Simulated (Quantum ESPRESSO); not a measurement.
Empty bands for a GW run on BaTiO3 (space group P4mm, No. 99): 129 bands on a 4×4×4 mesh, PBEsol, PseudoDojo standard norm-conserving files, scalar-relativistic, Quantum ESPRESSO. The input, in which only the diagonalization keyword changes:

```
&CONTROL
  calculation = 'nscf'
  pseudo_dir = './pseudo'
  outdir = './out'
/
&SYSTEM
  ibrav = 0
  nat = 5
  ntyp = 3
  ecutwfc = 84.0
  ecutrho = 336.0
  occupations = 'fixed'
  force_symmorphic = .true.
  nbnd = 129
/
&ELECTRONS
  conv_thr = 5e-09
  diago_full_acc = .true.
  diago_thr_init = 1e-08
  diagonalization = 'david'
/
ATOMIC_SPECIES
O 15.9990 O.upf
Ti 47.8670 Ti.upf
Ba 137.3270 Ba.upf
CELL_PARAMETERS angstrom
  3.990380000000   0.000000000000   0.000000000000
  0.000000000000   3.990380000000   0.000000000000
  0.000000000000   0.000000000000   4.102660000000
ATOMIC_POSITIONS crystal
O   0.000000000000   0.500000000000   0.064220000000
O   0.500000000000   0.000000000000   0.064220000000
O   0.000000000000   0.000000000000   0.548970000000
Ti   0.000000000000   0.000000000000   0.100040000000
Ba   0.500000000000   0.500000000000   0.582540000000
K_POINTS automatic
4 4 4 0 0 0
```

```tsv
diagonalization	mean iterations per k point	rough time	largest change of an eigenvalue (eV)
david	29	1	–
cg	43	about 4×	6e-07
paro	17	within a factor of two	1e-07
```

An iteration means different work in each solver, so the counts don't rank them. Times are rough ratios from shared machines.

Geometry of the Materials Project entry, not relaxed at this level.
